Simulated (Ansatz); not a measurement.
Input for Ansatz (plane-wave DFT, PAW):

```yaml
crystal:
  lattice:
    - [3.4770929275, 0.0, 0.0]
    - [0.0, 3.4770929275, 0.0]
    - [0.0, 0.0, 25.9541858549]
  atoms:
    - { symbol: Li, position: [0.5, 0.5, 0.3275001592] }
    - { symbol: Li, position: [0.0, 0.0, 0.3944853644] }
    - { symbol: Li, position: [0.5, 0.5, 0.461723025] }
    - { symbol: Li, position: [0.0, 0.0, 0.5294185334] }
    - { symbol: Li, position: [0.5, 0.5, 0.6011143487] }
    - { symbol: H, position: [0.0, 0.5, 0.5641260954] }
basis:
  ecutwfc: 500
kpoints:
  mp_grid: { grid: [8, 8, 1] }
hamiltonian:
  xc: r2scan
scf:
  occupations: { method: gaussian, width: 0.1 }
output:
  forces: true
  eigenvalues: true
  write_density: true
  write_potential: true
  elf: true
  volumetric_format: npy
relax:
  adjacent_minimum: "off"
  f_tol: 0.03
  max_steps: 70
  constraints: [{ sites: [0, 1] }]
efield:
  axis: 3
  dipole_correction: true
```

Run as
```bash
ansatz run input.yaml --threads 1 --pin off --max-ram 3072MiB --backend cpu --events-out ev --progress --plain --runs-dir out
```

Method: DFT r2SCAN, scalar-relativistic, plane waves, PAW (Ansatz).

Abridged output:

```
Pseudopotentials: kind: paw
Pseudopotential: Li, paw, valence charge 3, recommended cutoff 500 eV (meta_gga)
Pseudopotential: H, paw, valence charge 1, recommended cutoff 500 eV (meta_gga)
Functional definition: r2SCAN
Crystal: 6 atoms, lattice volume = 313.791 Å³
Basis set: ecut = 500 eV, 7959 PW (Γ), exchange–correlation on 108×108×768 points (64 copies of the dense FFT grid, shifted against one another)
Bands: 14, of which v1, the nominal top of the filled ones, is band 8 counted from 1 (7 counted from 0)
Symmetry: 4 space group operations
Space group: Pmm2 (ITA 25), of the structure as read, at distance tolerance 6.8e-5 Å
k-points: 25 of 64
Initial density: superposition of atomic densities (neutral atoms: chi_scale 0, normalization atom), corrected by the library's trained network
Initial wavefunctions: pseudopotential atomic-orbital guess
Functional: x = r2scan, c = r2scan; τ floored in thin density (d = 2e-4 eV/Å³)
SCF iter   1: F=—  HF=-1041.206264 eV  |F-HF|=—  |Δ(HF+E_count)|=         —  Δρ=1.75e-3  dr2=4.79e-2  dr2_τ=2.03e-3  ethr=1.77e-3  p=0.008 e·Å  D=4.87e-3 V/Å  ΔV_dip=-0.13 eV  dr2_dipole=7.68e-3  V_vac-E_F(+/−)=2.72/2.84 eV  ⟨swp⟩=7.7  Hψ=2544  notcnv=0
efield: sawtooth ramp at fractional position 0.9143 (placed from the atoms, in the widest stretch of the axis that holds none; the zero of the levels goes with the place), width 0.1000; the density the first Hamiltonian is built on has a dipole p = 0.008 e·Å; the dipole correction subtracts the counter field D = 4.87e-3 V/Å, which shifts the + side's vacuum level by -0.13 eV against the − side's; the planar-averaged density in the ramp window peaks in size at 1.5e-5 e/Å³
SCF iter   2: F=—  HF=-1041.220937 eV  |F-HF|=—  |Δ(HF+E_count)|=   1.47e-2  Δρ=5.38e-4  dr2=1.05e-2  dr2_τ=1.66e-5  ethr=2.99e-4  p=0.009 e·Å  D=5.30e-3 V/Å  ΔV_dip=-0.14 eV  dr2_dipole=3.21e-3  V_vac-E_F(+/−)=2.81/2.95 eV  ⟨swp⟩=2.1  Hψ=760  notcnv=0  defer=30
SCF iter   3: F=—  HF=-1041.220615 eV  |F-HF|=—  |Δ(HF+E_count)|=   3.21e-4  Δρ=2.21e-4  dr2=2.44e-3  dr2_τ=1.28e-6  ethr=6.57e-5  p=0.003 e·Å  D=1.64e-3 V/Å  ΔV_dip=-0.04 eV  dr2_dipole=5.69e-4  V_vac-E_F(+/−)=2.90/2.94 eV  ⟨swp⟩=1.8  Hψ=387  notcnv=0  defer=30
SCF iter   4: F=—  HF=-1041.221060 eV  |F-HF|=—  |Δ(HF+E_count)|=   4.45e-4  Δρ=8.85e-5  dr2=2.18e-4  dr2_τ=1.07e-7  ethr=1.52e-5  p=-0.003 e·Å  D=-1.94e-3 V/Å  ΔV_dip=0.05 eV  dr2_dipole=2.32e-6  V_vac-E_F(+/−)=3.00/2.95 eV  ⟨swp⟩=2.0  Hψ=427  notcnv=0  defer=30
SCF iter   5: F=—  HF=-1041.221170 eV  |F-HF|=—  |Δ(HF+E_count)|=   1.10e-4  Δρ=4.86e-5  dr2=5.63e-5  dr2_τ=5.48e-8  ethr=1.36e-6  p=-0.005 e·Å  D=-2.98e-3 V/Å  ΔV_dip=0.08 eV  dr2_dipole=5.19e-9  V_vac-E_F(+/−)=3.02/2.95 eV  ⟨swp⟩=1.6  Hψ=374  notcnv=0  defer=30
SCF iter   6: F=-1041.221218 eV  HF=-1041.221224 eV  |F-HF|=6.18e-6  |Δ(HF+E_count)|=   5.40e-5  Δρ=2.33e-5  dr2=1.68e-5  dr2_τ=5.26e-9  ethr=1.41e-7  p=-0.007 e·Å  D=-4.30e-3 V/Å  ΔV_dip=0.11 eV  dr2_dipole=2.64e-6  V_vac-E_F(+/−)=3.06/2.95 eV  ⟨swp⟩=17.7  Hψ=3624  notcnv=0
SCF 1 converged in 6 iterations: F = -1041.221218 eV  dr2 = 1.68e-5
relax step   1: F+E_penalty+E_count = -1041.22121777 eV  Δ(F+E_penalty+E_count) = +0.000e0 eV  max|allowed force component| = 3.287e-1 eV/Å  Δτ_max = 0.0000 Å  (6 SCF iters, dr2 threshold 2.25e-5 eV, accepted)
Initial density: handed on by an earlier stage of this run
Initial wavefunctions: those handed on with the density
SCF iter   1: F=—  HF=-1041.263138 eV  |F-HF|=—  |Δ(HF+E_count)|=         —  Δρ=2.68e-3  dr2=1.13e-1  dr2_τ=2.04e-2  ethr=6.66e-4  p=-0.007 e·Å  D=-4.30e-3 V/Å  ΔV_dip=0.11 eV  dr2_dipole=2.01e-3  V_vac-E_F(+/−)=3.07/2.96 eV  ⟨swp⟩=1.0  Hψ=1887  notcnv=0  defer=24
efield: sawtooth ramp at fractional position 0.9143 (handed on by an earlier solve), width 0.1000; the density the first Hamiltonian is built on has a dipole p = -0.007 e·Å; the dipole correction subtracts the counter field D = -4.30e-3 V/Å, which shifts the + side's vacuum level by +0.11 eV against the − side's; the planar-averaged density in the ramp window peaks in size at 2.3e-6 e/Å³
SCF iter   2: F=—  HF=-1041.285252 eV  |F-HF|=—  |Δ(HF+E_count)|=   2.21e-2  Δρ=7.04e-4  dr2=1.70e-2  dr2_τ=4.12e-5  ethr=6.66e-4  p=0.006 e·Å  D=3.64e-3 V/Å  ΔV_dip=-0.09 eV  dr2_dipole=7.53e-3  V_vac-E_F(+/−)=2.81/2.90 eV  ⟨swp⟩=2.3  Hψ=523  notcnv=0  defer=24
SCF iter   3: F=—  HF=-1041.287640 eV  |F-HF|=—  |Δ(HF+E_count)|=   2.39e-3  Δρ=2.76e-4  dr2=2.47e-3  dr2_τ=2.46e-6  ethr=1.06e-4  p=0.013 e·Å  D=7.69e-3 V/Å  ΔV_dip=-0.20 eV  dr2_dipole=8.27e-4  V_vac-E_F(+/−)=2.71/2.91 eV  ⟨swp⟩=2.0  Hψ=604  notcnv=0  defer=29
SCF iter   4: F=—  HF=-1041.288354 eV  |F-HF|=—  |Δ(HF+E_count)|=   7.15e-4  Δρ=7.95e-5  dr2=1.83e-4  dr2_τ=2.90e-7  ethr=1.54e-5  p=0.020 e·Å  D=1.15e-2 V/Å  ΔV_dip=-0.30 eV  dr2_dipole=8.00e-5  V_vac-E_F(+/−)=2.62/2.92 eV  ⟨swp⟩=2.0  Hψ=497  notcnv=0  defer=31
SCF iter   5: F=—  HF=-1041.288451 eV  |F-HF|=—  |Δ(HF+E_count)|=   9.62e-5  Δρ=2.65e-5  dr2=6.88e-6  dr2_τ=8.39e-9  ethr=1.14e-6  p=0.023 e·Å  D=1.30e-2 V/Å  ΔV_dip=-0.34 eV  dr2_dipole=7.12e-8  V_vac-E_F(+/−)=2.59/2.92 eV  ⟨swp⟩=2.0  Hψ=431  notcnv=0  defer=30
SCF iter   6: F=-1041.288463 eV  HF=-1041.288465 eV  |F-HF|=2.27e-6  |Δ(HF+E_count)|=   1.45e-5  Δρ=1.12e-5  dr2=5.27e-6  dr2_τ=2.18e-9  ethr=4.22e-8  p=0.023 e·Å  D=1.32e-2 V/Å  ΔV_dip=-0.34 eV  dr2_dipole=7.00e-7  V_vac-E_F(+/−)=2.58/2.92 eV  ⟨swp⟩=15.3  Hψ=3030  notcnv=0
SCF 2 converged in 6 iterations: F = -1041.288463 eV  dr2 = 5.27e-6
  Residual-converged pass: ⟨swp⟩=1.3  Hψ=459  notcnv=0  max |occ|·‖R‖ = 6.9e-9 eV (tolerance 1.0e-8 eV) dr2=5.27e-6  dr2_τ=2.18e-9  dr2_onsite=1.51e-9  max |Δocc| = 1.5e-13
relax step   2: F+E_penalty+E_count = -1041.28846278 eV  Δ(F+E_penalty+E_count) = -6.725e-2 eV  max|allowed force component| = 2.098e-1 eV/Å  Δτ_max = 0.1938 Å  (6 SCF iters, dr2 threshold 6.75e-6 eV, accepted)
SCF iter   1: F=—  HF=-1041.301642 eV  |F-HF|=—  |Δ(HF+E_count)|=         —  Δρ=4.17e-3  dr2=6.32e-2  dr2_τ=1.19e-2  ethr=3.73e-4  p=0.023 e·Å  D=1.32e-2 V/Å  ΔV_dip=-0.34 eV  dr2_dipole=9.71e-4  V_vac-E_F(+/−)=2.57/2.91 eV  ⟨swp⟩=1.2  Hψ=1854  notcnv=0  defer=22
efield: sawtooth ramp at fractional position 0.9143 (handed on by an earlier solve), width 0.1000; the density the first Hamiltonian is built on has a dipole p = 0.023 e·Å; the dipole correction subtracts the counter field D = 1.32e-2 V/Å, which shifts the + side's vacuum level by -0.34 eV against the − side's; the planar-averaged density in the ramp window peaks in size at 1.7e-6 e/Å³
SCF iter   2: F=—  HF=-1041.322477 eV  |F-HF|=—  |Δ(HF+E_count)|=   2.08e-2  Δρ=7.70e-4  dr2=2.97e-2  dr2_τ=3.98e-5  ethr=3.73e-4  p=0.033 e·Å  D=1.91e-2 V/Å  ΔV_dip=-0.49 eV  dr2_dipole=1.33e-2  V_vac-E_F(+/−)=2.37/2.87 eV  ⟨swp⟩=2.2  Hψ=527  notcnv=0  defer=22
SCF iter   3: F=—  HF=-1041.322901 eV  |F-HF|=—  |Δ(HF+E_count)|=   4.24e-4  Δρ=3.25e-4  dr2=5.57e-3  dr2_τ=3.87e-6  ethr=1.86e-4  p=0.042 e·Å  D=2.41e-2 V/Å  ΔV_dip=-0.63 eV  dr2_dipole=2.47e-3  V_vac-E_F(+/−)=2.25/2.88 eV  ⟨swp⟩=1.9  Hψ=392  notcnv=0  defer=22
SCF iter   4: F=—  HF=-1041.323454 eV  |F-HF|=—  |Δ(HF+E_count)|=   5.53e-4  Δρ=1.05e-4  dr2=7.73e-4  dr2_τ=4.61e-7  ethr=3.48e-5  p=0.051 e·Å  D=2.97e-2 V/Å  ΔV_dip=-0.77 eV  dr2_dipole=4.23e-4  V_vac-E_F(+/−)=2.12/2.89 eV  ⟨swp⟩=2.1  Hψ=481  notcnv=0  defer=22
SCF iter   5: F=—  HF=-1041.323468 eV  |F-HF|=—  |Δ(HF+E_count)|=   1.38e-5  Δρ=3.41e-5  dr2=7.61e-6  dr2_τ=2.64e-8  ethr=4.83e-6  p=0.055 e·Å  D=3.18e-2 V/Å  ΔV_dip=-0.83 eV  dr2_dipole=1.15e-6  V_vac-E_F(+/−)=2.07/2.90 eV  ⟨swp⟩=1.2  Hψ=387  notcnv=0  defer=26
SCF iter   6: F=-1041.323475 eV  HF=-1041.323475 eV  |F-HF|=3.30e-7  |Δ(HF+E_count)|=   7.72e-6  Δρ=1.00e-5  dr2=1.52e-6  dr2_τ=3.00e-9  ethr=1.72e-8  p=0.055 e·Å  D=3.19e-2 V/Å  ΔV_dip=-0.83 eV  dr2_dipole=6.85e-8  V_vac-E_F(+/−)=2.07/2.90 eV  ⟨swp⟩=15.1  Hψ=3069  notcnv=0
SCF 3 converged in 6 iterations: F = -1041.323475 eV  dr2 = 1.52e-6
  Residual-converged pass: ⟨swp⟩=1.3  Hψ=460  notcnv=0  max |occ|·‖R‖ = 7.0e-9 eV (tolerance 1.0e-8 eV) dr2=1.52e-6  dr2_τ=3.00e-9  dr2_onsite=1.83e-9  max |Δocc| = 1.7e-13
relax step   3: F+E_penalty+E_count = -1041.32347510 eV  Δ(F+E_penalty+E_count) = -3.501e-2 eV  max|allowed force component| = 4.414e-2 eV/Å  Δτ_max = 0.1928 Å  (6 SCF iters, dr2 threshold 2.75e-6 eV, accepted)
SCF iter   1: F=—  HF=-1041.310414 eV  |F-HF|=—  |Δ(HF+E_count)|=         —  Δρ=5.63e-4  dr2=4.14e-3  dr2_τ=2.58e-3  ethr=4.00e-4  p=0.055 e·Å  D=3.19e-2 V/Å  ΔV_dip=-0.83 eV  dr2_dipole=1.24e-4  V_vac-E_F(+/−)=2.07/2.90 eV  ⟨swp⟩=3.1  Hψ=1217  notcnv=0  defer=3
efield: sawtooth ramp at fractional position 0.9143 (handed on by an earlier solve), width 0.1000; the density the first Hamiltonian is built on has a dipole p = 0.055 e·Å; the dipole correction subtracts the counter field D = 3.19e-2 V/Å, which shifts the + side's vacuum level by -0.83 eV against the − side's; the planar-averaged density in the ramp window peaks in size at 3.0e-6 e/Å³
SCF iter   2: F=—  HF=-1041.325793 eV  |F-HF|=—  |Δ(HF+E_count)|=   1.54e-2  Δρ=1.80e-4  dr2=3.03e-4  dr2_τ=2.21e-6  ethr=2.59e-5  p=0.058 e·Å  D=3.35e-2 V/Å  ΔV_dip=-0.87 eV  dr2_dipole=1.58e-6  V_vac-E_F(+/−)=2.03/2.90 eV  ⟨swp⟩=2.0  Hψ=838  notcnv=0  defer=25
SCF iter   3: F=—  HF=-1041.325940 eV  |F-HF|=—  |Δ(HF+E_count)|=   1.47e-4  Δρ=7.28e-5  dr2=1.64e-4  dr2_τ=9.75e-8  ethr=1.90e-6  p=0.059 e·Å  D=3.38e-2 V/Å  ΔV_dip=-0.88 eV  dr2_dipole=6.15e-5  V_vac-E_F(+/−)=2.02/2.90 eV  ⟨swp⟩=1.9  Hψ=417  notcnv=0  defer=25
SCF iter   4: F=—  HF=-1041.325950 eV  |F-HF|=—  |Δ(HF+E_count)|=   1.03e-5  Δρ=3.48e-5  dr2=5.09e-5  dr2_τ=2.84e-8  ethr=1.02e-6  p=0.059 e·Å  D=3.40e-2 V/Å  ΔV_dip=-0.88 eV  dr2_dipole=2.03e-5  V_vac-E_F(+/−)=2.01/2.90 eV  ⟨swp⟩=1.1  Hψ=325  notcnv=0  defer=25
SCF iter   5: F=—  HF=-1041.325941 eV  |F-HF|=—  |Δ(HF+E_count)|=   9.01e-6  Δρ=9.49e-6  dr2=6.24e-7  dr2_τ=5.57e-9  ethr=3.18e-7  p=0.059 e·Å  D=3.41e-2 V/Å  ΔV_dip=-0.88 eV  dr2_dipole=3.69e-8  V_vac-E_F(+/−)=2.01/2.90 eV  ⟨swp⟩=2.0  Hψ=372  notcnv=0  defer=25
SCF iter   6: F=—  HF=-1041.325941 eV  |F-HF|=—  |Δ(HF+E_count)|=   1.69e-7  Δρ=2.32e-6  dr2=1.26e-7  dr2_τ=6.93e-11  ethr=6.25e-10  p=0.059 e·Å  D=3.41e-2 V/Å  ΔV_dip=-0.88 eV  dr2_dipole=3.10e-8  V_vac-E_F(+/−)=2.01/2.90 eV  ⟨swp⟩=13.0  Hψ=2222  notcnv=0
SCF iter   7: F=-1041.325941 eV  HF=-1041.325941 eV  |F-HF|=1.81e-10  |Δ(HF+E_count)|=   4.64e-8  Δρ=5.30e-7  dr2=7.61e-9  dr2_τ=6.86e-12  ethr=6.25e-10  p=0.059 e·Å  D=3.41e-2 V/Å  ΔV_dip=-0.88 eV  dr2_dipole=2.67e-10  V_vac-E_F(+/−)=2.01/2.90 eV  ⟨swp⟩=9.2  Hψ=1893  notcnv=0
SCF 4 converged in 7 iterations: F = -1041.325941 eV  dr2 = 7.61e-9
relax step   4: F+E_penalty+E_count = -1041.32594108 eV  Δ(F+E_penalty+E_count) = -2.466e-3 eV  max|allowed force component| = 1.346e-2 eV/Å  Δτ_max = 0.0691 Å  (7 SCF iters, accepted)
SCF iter   1: F=—  HF=-1041.315124 eV  |F-HF|=—  |Δ(HF+E_count)|=         —  Δρ=5.74e-4  dr2=7.84e-3  dr2_τ=1.88e-3  ethr=1.80e-4  p=0.059 e·Å  D=3.41e-2 V/Å  ΔV_dip=-0.88 eV  dr2_dipole=6.27e-4  V_vac-E_F(+/−)=2.02/2.90 eV  ⟨swp⟩=3.0  Hψ=1218  notcnv=0  defer=13
efield: sawtooth ramp at fractional position 0.9143 (handed on by an earlier solve), width 0.1000; the density the first Hamiltonian is built on has a dipole p = 0.059 e·Å; the dipole correction subtracts the counter field D = 3.41e-2 V/Å, which shifts the + side's vacuum level by -0.88 eV against the − side's; the planar-averaged density in the ramp window peaks in size at 3.2e-6 e/Å³
SCF iter   2: F=—  HF=-1041.326264 eV  |F-HF|=—  |Δ(HF+E_count)|=   1.11e-2  Δρ=1.75e-4  dr2=1.96e-4  dr2_τ=3.12e-6  ethr=4.90e-5  p=0.061 e·Å  D=3.50e-2 V/Å  ΔV_dip=-0.91 eV  dr2_dipole=2.09e-5  V_vac-E_F(+/−)=1.99/2.90 eV  ⟨swp⟩=2.0  Hψ=846  notcnv=0  defer=26
SCF iter   3: F=—  HF=-1041.326487 eV  |F-HF|=—  |Δ(HF+E_count)|=   2.23e-4  Δρ=5.99e-5  dr2=5.87e-5  dr2_τ=6.38e-8  ethr=1.22e-6  p=0.060 e·Å  D=3.46e-2 V/Å  ΔV_dip=-0.90 eV  dr2_dipole=6.56e-6  V_vac-E_F(+/−)=1.99/2.89 eV  ⟨swp⟩=2.0  Hψ=469  notcnv=0  defer=26
SCF iter   4: F=—  HF=-1041.326491 eV  |F-HF|=—  |Δ(HF+E_count)|=   4.09e-6  Δρ=2.32e-5  dr2=1.28e-5  dr2_τ=1.18e-8  ethr=3.67e-7  p=0.060 e·Å  D=3.44e-2 V/Å  ΔV_dip=-0.89 eV  dr2_dipole=2.33e-6  V_vac-E_F(+/−)=2.00/2.89 eV  ⟨swp⟩=1.8  Hψ=369  notcnv=0  defer=26
SCF iter   5: F=—  HF=-1041.326494 eV  |F-HF|=—  |Δ(HF+E_count)|=   3.26e-6  Δρ=7.32e-6  dr2=6.31e-7  dr2_τ=2.14e-9  ethr=8.02e-8  p=0.059 e·Å  D=3.43e-2 V/Å  ΔV_dip=-0.89 eV  dr2_dipole=7.33e-8  V_vac-E_F(+/−)=2.00/2.89 eV  ⟨swp⟩=1.9  Hψ=382  notcnv=0  defer=26
SCF iter   6: F=-1041.326494 eV  HF=-1041.326494 eV  |F-HF|=4.92e-8  |Δ(HF+E_count)|=   2.77e-7  Δρ=1.86e-6  dr2=9.31e-8  dr2_τ=1.11e-10  ethr=6.25e-10  p=0.059 e·Å  D=3.42e-2 V/Å  ΔV_dip=-0.89 eV  dr2_dipole=1.34e-8  V_vac-E_F(+/−)=2.00/2.89 eV  ⟨swp⟩=12.9  Hψ=2282  notcnv=0
SCF 5 converged in 6 iterations: F = -1041.326494 eV  dr2 = 9.31e-8
relax step   5: F+E_penalty+E_count = -1041.32649413 eV  Δ(F+E_penalty+E_count) = -5.530e-4 eV  max|allowed force component| = 5.283e-3 eV/Å  Δτ_max = 0.0535 Å  (6 SCF iters, accepted)
SCF iter   1: F=—  HF=-1041.326494 eV  |F-HF|=—  |Δ(HF+E_count)|=         —  Δρ=1.86e-6  dr2=9.29e-8  dr2_τ=1.11e-10  ethr=5.79e-10  p=0.059 e·Å  D=3.42e-2 V/Å  ΔV_dip=-0.89 eV  dr2_dipole=1.34e-8  V_vac-E_F(+/−)=2.00/2.89 eV  ⟨swp⟩=1.0  Hψ=2002  notcnv=0
efield: sawtooth ramp at fractional position 0.9143 (kept from the solve that this one continues, or follows in the run), width 0.1000; the density the first Hamiltonian is built on has a dipole p = 0.059 e·Å; the dipole correction subtracts the counter field D = 3.42e-2 V/Å, which shifts the + side's vacuum level by -0.89 eV against the − side's; the planar-averaged density in the ramp window peaks in size at 3.1e-6 e/Å³
SCF iter   2: F=-1041.326494 eV  HF=-1041.326494 eV  |F-HF|=9.68e-9  |Δ(HF+E_count)|=   1.69e-8  Δρ=9.32e-7  dr2=2.54e-8  dr2_τ=2.11e-11  ethr=5.79e-10  p=0.059 e·Å  D=3.42e-2 V/Å  ΔV_dip=-0.89 eV  dr2_dipole=3.64e-9  V_vac-E_F(+/−)=2.00/2.89 eV  ⟨swp⟩=8.4  Hψ=1874  notcnv=0
SCF 6 converged in 2 iterations: F = -1041.326494 eV  dr2 = 2.54e-8
WARN: The output density's exchange-correlation potential varies sharply where the density is thin. Do not read a vacuum level from v_tot or v_xc, or from such a field of the output density. On a cell that repeats whose density bears no net charge and no dipole along the vacuum's axis use v_es (v_loc + v_h of the components); under efield.dipole_correction with no amplitude use v_es + v_field, which holds any external_charges[].barrier, or the levels of the report's work_function block, which leave it out; under a non-zero efield.amplitude the vacuum is tilted and has no level; on a cell that repeats and bears such a dipole with no correction it is tilted too, and efield.dipole_correction wi ...
SCF converged after 2 iterations
Free energy (F): -1041.326494 eV
Harris-Foulkes:  -1041.326494 eV  (|F-HF|=9.68e-9)
Internal energy: -1041.315074 eV  (E = F + TS)
E sigma→0 (E₀):  -1041.320784 eV
Entropy (-TS):   -0.011420 eV (-1.903 meV/atom)
Fermi energy:    -1.131270 eV
Dipole field:    D = 0.034244 V/Å  (p = 0.059383 e·Å, saw-weighted, corrected)
Work function:   Φ+ = 2.0002 eV   Φ− = 2.8890 eV
Levels:          The Fermi level and band energies are counted from a zero that moves with the ramp; work functions are not
--- Per-component energies (eV) ---
  E_band       = -517.856896
  E_kinetic    = 119.460987
  E_local      = -4454.808188  (includes V_loc(G=0)·N_el)
  E_nonlocal   = -165.154374
  E_hartree    = 2069.518860
  E_xc         = -57.141177
  E_vxc        = -81.308440  (∫ρ·V_xc dr)
  E_paw        = -109.609171  (= ΣΔE_a)
  E_vpaw       = -79.944459  (= ΣTr[D̂ρ^β])
  E_aug_tail   = -0.000931  (compensation charges beyond the density's cutoff)
  E_vtau       = 4.873305  (kinetic-family band-sum trace: ∫τ·v_τ [+ j·A + Jᵃ·Aᵃ] dr)
  E_efield     = 0.001017  (sawtooth field / dipole correction)
  E_vefield    = -0.017513  (∫n·V_field dr)
  E_ewald      = 1556.417902
  E_smearing   = -0.011420  (= −TS)
--- Forces (eV/Å), atoms counted from 1 ---
  atom   1  Li     0.00000000     0.00000000    -0.04473787
  atom   2  Li     0.00000000     0.00000000     0.05420916
  atom   3  Li     0.00000000     0.00000000    -0.00117947
  atom   4  Li     0.00000000     0.00000000    -0.00276519
  atom   5  Li     0.00000000     0.00000000    -0.00024568
  atom   6  H      0.00000000     0.00000000    -0.00528221
--- Band table (eV; the first three rows and the last of 25) ---
  k-point 0: bands = ["-50.0623", "-49.8977", "-49.3990", "-49.3104", "-49.2753", "-6.8397", "-4.5215", "-3.0615", "-1.3456", "-0.2768", "0.9206", "1.2317", "2.0281", "2.2947"]
  k-point 1: bands = ["-50.0621", "-49.8974", "-49.3988", "-49.3099", "-49.2754", "-6.7197", "-4.3611", "-2.8949", "-1.1761", "-0.1491", "1.0967", "1.3378", "1.9655", "2.4251"]
  k-point 2: bands = ["-50.0616", "-49.8968", "-49.3982", "-49.3086", "-49.2759", "-6.3848", "-3.8813", "-2.4066", "-0.7176", "-0.2616", "0.9395", "1.4971", "1.6662", "2.0941"]
  k-point 24: bands = ["-50.0596", "-49.8935", "-49.3961", "-49.3053", "-49.2752", "-5.6172", "-0.7041", "-0.3070", "0.2564", "1.6771", "1.9182", "2.1838", "2.2409", "2.2623"]
--- Relaxed structure (5 steps of the walk, 5 accepted, 0 SCFs on fresh bases) ---
  F+E_penalty+E_count = -1041.32649413 eV   max|allowed force component| = 5.283e-3 eV/Å
  atoms:
    - { symbol: Li, position: [0.49999999, 0.49999999, 0.3275001592] }
    - { symbol: Li, position: [0.0, 0.0, 0.39448536] }
    - { symbol: Li, position: [0.49999999, 0.49999999, 0.45727316] }
    - { symbol: Li, position: [0.0, 0.0, 0.52898136] }
    - { symbol: Li, position: [0.49999999, 0.49999999, 0.58377727] }
    - { symbol: H, position: [0.0, 0.49999999, 0.57485723] }
```

The relaxation met its thresholds.